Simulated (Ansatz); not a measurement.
Starting cell, CdS (wurtzite):

```
CELL_PARAMETERS angstrom
      4.16356     0.00000     0.00000
     -2.08178     3.60575     0.00000
      0.00000     0.00000     6.76722
ATOMIC_POSITIONS crystal
  Cd 0.66667 0.33333 0.00099
  Cd 0.33333 0.66667 0.50099
  S  0.66667 0.33333 0.62421
  S  0.33333 0.66667 0.12421
```

In each cell atom 4 (S, nearest neighbour Cd at 2.544 Å; its periodic images, 4.2 Å or more away, move with it) moves by s·(1.000, 0.000, 0.000) (along Cartesian x), the rest being held.

Computed with r2SCAN (plane waves to 500 eV, PAW, scalar-relativistic; Ansatz, an electronic-structure program). k mesh 7×7×4 (Γ-centred), Fermi-Dirac smearing 0.05 eV. The energy includes the smearing's −TS. Stress and pressure are positive under compression. F⊥ is the part of the force across the line. CdS was relaxed with its symmetry unable to fall. The zero of ΔE is the undisplaced structure.

```
s (Å)   ΔE (meV/cell)  P (GPa)  |F⊥| (eV/Å)
------  -------------  -------  -----------
-0.760           2169        …        7.610
-0.608           1254        …        4.441
-0.456              …      2.7        2.310
-0.304            266      1.2        0.968
-0.152             64      0.3        0.232
0.000               0      0.0        0.003
0.152              64      0.3        0.232
0.304             266      1.2        0.968
0.456               …      2.7        2.310
0.608            1254        …        4.441
0.760            2169        …        7.610
```

Task: Fill in the missing entries.

Result: 
- -0.760, P (GPa): 8.4
- -0.608, P (GPa): 5.1
- -0.456, ΔE (meV/cell): 644
- 0.456, ΔE (meV/cell): 644
- 0.608, P (GPa): 5.1
- 0.760, P (GPa): 8.4

(For displaced atoms, the force is minus the slope of the energy, and its curvature is a force constant, which sets phonon frequencies.)
